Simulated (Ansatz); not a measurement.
Y₂In in space group P6_3/mmc (No. 194; Y on 2d, In on 2c, Y on 2a) at seven volumes, r²SCAN in the plane-wave PAW code Ansatz, shape and atoms relaxed at each. One row is withheld.

```csv
V (Å³/atom),P (GPa)
25.872,6.37
26.725,3.94
27.578,1.82
28.431,0.00
29.284,-1.59
30.137,-2.96
30.990,?
```

### Question
Fit the shown pressures and predict the withheld one.

### Answer
Third-order Birch–Murnaghan: P = (3/2)B₀(x^(7/2) − x^(5/2))[1 + (3/4)(B′ − 4)(x − 1)] with x = (V₀/V)^(2/3). Least squares on the six rows gives V₀ = 28.430 Å³/atom, B₀ = 56.66 GPa, B′ = 3.75. At V = 30.990, x = 0.9441 and P = -4.16 GPa. The run itself gave -4.14 GPa.

The workflow started from an entry of the Crystallography Open Database (COD). Whether it is the stable phase at ambient conditions was not checked. Symmetry was held in the r²SCAN relaxation; whether a distortion lowers the energy is not shown. The run is not spin-polarised.

Potentials: the later of the program's two PAW sets.
